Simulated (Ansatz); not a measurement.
Input file for Ansatz (a program for electronic structure):

Ansatz 0.2 input:
```yaml
crystal:
  lattice:
    - [3.0221642366, 0.0, 0.0]
    - [-1.5110821183, 2.6172710033, 0.0]
    - [0.0, 0.0, 9.9800489328]
  atoms:
    - { symbol: O, position: [0.0, 0.0, 0.6537394439] }
    - { symbol: Ti, position: [0.3333333333, 0.6666666667, 0.7430402948] }
    - { symbol: C, position: [0.6666666667, 0.3333333333, 0.874462585] }
    - { symbol: Ti, position: [0.0, 0.0, 0.0] }
    - { symbol: C, position: [0.3333333333, 0.6666666667, 0.125537415] }
    - { symbol: Ti, position: [0.6666666667, 0.3333333333, 0.2569597052] }
    - { symbol: O, position: [0.0, 0.0, 0.3462605561] }
kpoints:
  mp_grid: { grid: [16, 16, 4] }
hamiltonian:
  xc: r2scan
  dispersion: d4
  pseudopotentials: { kind: paw }
scf:
  occupations: { method: gaussian, width: 0.05 }
checkpoint: { read: metal.run }
output: { write_density: true, elf: true, volumetric_format: npy }
basis: { fft_grid_basis: typed }
```

Output (shortened):

```
Pseudopotentials: kind: paw
Pseudopotential: O, paw, valence charge 6
Pseudopotential: Ti, paw, valence charge 12
Pseudopotential: C, paw, valence charge 4
Functional definition: r2SCAN
Crystal: 7 atoms, lattice volume = 78.940 Å³
Basis set: ecut = 500 eV, 2041 PW (Γ), exchange–correlation on 96×96×300 points (64 copies of the dense FFT grid, shifted against one another)
Bands: 42, of which v1, the nominal top of the filled ones, is band 28 counted from 1 (27 counted from 0)
Symmetry: 12 space group operations
Space group: P-3m1 (ITA 164), of the structure as read, at distance tolerance 4.3e-5 Å
k-points: 111 of 1024
PAW frozen core: O, regenerated for the run's functional
PAW frozen core: Ti, regenerated for the run's functional
PAW frozen core: C, regenerated for the run's functional
Initial density: read from a saved state, or passed on in memory by an earlier SCF of this step, an earlier step, the calling program or the single point that …
Stability of the state it starts from, as read at its close in the unpolarized treatment …
Initial wavefunctions: pseudopotential atomic-orbital guess
Eigensolver: davidson
Functional: x = r2scan, c = r2scan; τ floored in thin density (d = 2e-4 eV/Å³)
iter 1 solved again at ethr=8.57e-8 eV; its pass at ethr=3.10e-3 eV (dr2=4.80e-5 eV) is discarded
SCF iter   1: F=—  HF=-9162.161184 eV  |F-HF|=—  |Δ(HF+E_count)|=         —  Δρ=1.33e-6  dr2=1.27e-9  dr2_τ=9.75e-11  ethr=8.57e-8  ⟨swp⟩=3.8  Hψ=32034  notcnv=0
all-band conjugate gradients solve this SCF's bands
preconditioner: auto → LDOS
SCF iter   2: F=-9162.161184 eV  HF=-9162.161184 eV  |F-HF|=4.47e-9  |Δ(HF+E_count)|=   5.44e-8  Δρ=2.78e-6  dr2=5.56e-9  dr2_τ=5.21e-10  ethr=2.26e-12  ⟨swp⟩=8.0  Hψ=16604  notcnv=0
SCF 1 converged in 2 iterations: F = -9162.161184 eV  dr2 = 5.56e-9
SCF converged after 2 iterations
Free energy (F): -9162.161184 eV
Harris-Foulkes:  -9162.161184 eV  (|F-HF|=4.47e-9)
Internal energy: -9162.160006 eV  (E = F + TS)
E sigma→0 (E₀):  -9162.160595 eV
Entropy (-TS):   -0.001178 eV (-0.168 meV/atom)
Fermi energy:    11.389997 eV
--- Per-component energies (eV) ---
  E_band       = -567.874466
  E_kinetic    = 1352.732330
  E_local      = -4520.657551  (includes V_loc(G=0)·N_el)
  E_nonlocal   = 158.326173
  E_hartree    = 1880.259941
  E_xc         = -526.289344
  E_vxc        = -748.751473  (∫ρ·V_xc dr)
  E_paw        = -3685.899121  (= ΣΔE_a)
  E_vpaw       = -618.121912  (= ΣTr[D̂ρ^β])
  E_aug_tail   = 0.002477  (compensation charges beyond the density's cutoff)
  E_vtau       = 48.078114  (kinetic-family band-sum trace: ∫τ·v_τ [+ j·A + Jᵃ·Aᵃ] dr)
  E_ewald      = -3819.164549
  E_disp       = -0.596562  (pairwise vdW)
  E_core_change = -0.873801  (= ΣΔE_core)
  E_smearing   = -0.001178  (= −TS)
  E_closure    =  0.000000  (closes the sum)
  Σ components = -9162.161184   (vs F -9162.161184, Δ=0.00e0)
  [band-id]    e_kinetic+e_local+e_nonlocal+2·e_hartree+e_vxc+e_vpaw+e_augmentation_tail+e_vtau = -567.871959   (vs E_band -567.874466, Δ=2.51e-3)
--- Band table (eV; the first three rows and the last of 111) ---
  k-point 0: bands = ["-48.6785", "-48.6780", "-47.7770", "-23.9222", "-23.8942", "-23.6660", "-23.6660", "-23.6658", "-23.6658", "-23.0166", "-22.7812", "-22.7812", "-8.8217", "-8.7347", "-1.3576", "0.3536", "4.9885", "6.0921", "6.0921", "6.1168", "6.1168", "6.3853", "7.8782", "9.3154", "9.3154", "11.2767", "11.9017", "11.9017", "12.2266", "12.2266", "12.6228", "12.6228", "12.7436", "13.6439", "13.6439", "14.0476", "14.4975", "14.4975", "14.9084", "16.8742", "16.8742", "17.6745"]
  k-point 1: bands = ["-48.6785", "-48.6780", "-47.7770", "-23.9225", "-23.8939", "-23.6660", "-23.6660", "-23.6658", "-23.6658", "-23.0166", "-22.7812", "-22.7812", "-8.8192", "-8.7372", "-1.3542", "0.3453", "5.1147", "6.0774", "6.0774", "6.1148", "6.1321", "6.1321", "8.1017", "9.3126", "9.3126", "11.1260", "11.9086", "11.9086", "12.2269", "12.2269", "12.6220", "12.6220", "12.8275", "13.6448", "13.6448", "14.0243", "14.4868", "14.4868", "14.9247", "16.8832", "16.8832", "17.6757"]
  k-point 2: bands = ["-48.6785", "-48.6780", "-47.7770", "-23.9228", "-23.8937", "-23.6659", "-23.6659", "-23.6658", "-23.6658", "-23.0166", "-22.7811", "-22.7811", "-8.8165", "-8.7400", "-1.3509", "0.3371", "5.3262", "5.7916", "6.0684", "6.0684", "6.1417", "6.1417", "8.3009", "9.3099", "9.3099", "10.9768", "11.9154", "11.9154", "12.2271", "12.2271", "12.6212", "12.6212", "12.9026", "13.6458", "13.6458", "14.0005", "14.4760", "14.4760", "14.9407", "16.8922", "16.8922", "17.6764"]
  k-point 110: bands = ["-48.6086", "-48.6086", "-47.7123", "-24.0807", "-24.0746", "-23.9516", "-23.9516", "-23.7751", "-23.7734", "-23.0975", "-23.0454", "-22.9406", "-8.2843", "-8.2212", "0.9874", "1.0517", "5.6186", "5.6546", "6.1525", "6.3986", "6.5568", "6.5979", "7.5365", "7.6488", "8.2200", "8.2389", "8.4467", "8.5682", "13.0297", "13.0800", "13.2858", "13.2988", "14.0369", "14.3531", "14.4857", "14.8713", "14.8893", "15.6209", "15.8899", "16.8163", "16.9259", "17.6573"]
  band table: 42 of 42 bands, residual norms ≤ 1.0e-3 eV
```

Cost: about 27 core-seconds (a rough figure) on shared cores.

The start of the workflow was typed in or built on a structure type; neither database checked (COD, Materials Project) lists it. Whether it is the stable phase at ambient conditions was not checked. Symmetry was held in the r²SCAN+D4 relaxation; whether a distortion lowers the energy is not shown. No spin polarisation was allowed. Without spin polarisation and U, an open-shell compound can come out a false metal.

Potentials: the later of the program's two PAW sets.

Ansatz is a plane-wave DFT program.
